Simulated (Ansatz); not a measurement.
MgS, one cell by several methods

```yaml
crystal:
  lattice:
    - [0.00000, 2.60165, 2.60165]
    - [2.60165, 0.00000, 2.60165]
    - [2.60165, 2.60165, 0.00000]
  atoms:
    - { symbol: Mg, position: [0.00000, 0.00000, 0.00000] }
    - { symbol: S, position: [0.50000, 0.50000, 0.50000] }
```

Atoms are numbered in the order listed.

Conventional cell: a = 5.203 Å, b = 5.203 Å, c = 5.203 Å, α = 90.00°, β = 90.00°, γ = 90.00°. Around Mg (atom 1) lie 6 S at 2.60 Å. S (atom 2) has 6 Mg at 2.60 Å as nearest neighbours.

The cell is COD entry 9008672, as deposited and not checked against the literature; nothing was relaxed.

Methods: DFT, PBEsol, PAW with Ansatz's default frozen-core files, scalar-relativistic (Ansatz 0.2.0); DFT, PBEsol, all-electron PAW with datasets made for the crystal, scalar-relativistic (Ansatz 0.2.0); DFT, PBEsol, all-electron LAPW, scalar-relativistic (Ansatz 0.2.0).

For PAW: a Γ-centred 10×10×10 k mesh, Fermi–Dirac smearing of 0.03 eV, cutoff 420 eV, no spin polarisation; the PAW files were made with PBE, and the program remakes their frozen cores for this functional. The crystal-made all-electron datasets (AE datasets) take a cutoff of 200 eV at this cell. LAPW targets a basis error of 0.25 meV/atom. The Ansatz runs share mesh, smearing and spin set-up. Plane-wave (PAW) pressures include the program's estimate of the Pulay term.

Stress and pressure are positive in compression.

Levels count from the top of the valence band.

```csv
quantity,PAW,AE datasets,LAPW
pressure (GPa),-0.94,-0.96,-0.96
band gap (eV),2.702,2.704,2.704
highest filled level at L (eV),-0.597,-0.598,-0.598
lowest empty level at L (eV),4.393,4.393,4.393
highest filled level at X (eV),-1.703,-1.703,-1.703
lowest empty level at X (eV),2.702,2.704,2.704
```

PAW's pressure differs from the LAPW value by +0.02 GPa. Datasets made for the crystal and LAPW share parts of one code, so their agreement isn't an independent check.
